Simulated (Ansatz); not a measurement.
# Structures of CrSbC$_{3}$: which is lowest?

Plane-wave DFT in Ansatz with scalar-relativistic PAW potentials, cutoff 420 eV, Γ-centred meshes chosen by cell and gap, Gaussian smearing with energies taken to zero width. Every cell was relaxed (cell and atoms) in a run of its own, within the symmetry of its start. Functional: PBE.

Relaxed structures (starts from databases or built by putting these elements on another compound's sites):
A. Pm-3m, 5 atoms in the computed cell, a = 3.911 Å; sites (symmetry × multiplicity) Cr m-3m × 1, Sb m-3m × 1, C 4/mm.m × 3; start: built
B. P4mm, 5 atoms in the computed cell, a = 4.034 Å, c = 3.868 Å; sites (symmetry × multiplicity) Cr 4mm × 1, Sb 4mm × 1, C 2mm. × 2 + 4mm × 1; start: built

Q: Rank them by energy. Could pressure change the order?

A:
| structure | group | E − E(lowest) (meV/atom) | V (Å³/atom) | gap on mesh (eV) |
| --- | --- | --- | --- | --- |
| B | P4mm | 0.0 | 12.59 | 0.00 |
| A | Pm-3m | 68 | 11.96 | 0.00 |

B is lowest, 68 meV/atom under A. A is denser by 0.63 Å³/atom, so pressure favours it: ΔE/ΔV, with ΔE in eV and 1 eV/Å³ = 160.2 GPa, gives about 17 GPa for equal enthalpy if both cells were rigid; at such pressures compression changes ΔV much, so this is a scale only. Other structures may lie lower than all of these, and vibrations aren't counted.

Spin-orbit coupling is left out, which matters for the bands of heavy elements. Spin polarisation was left out, and a magnetic state may lie lower.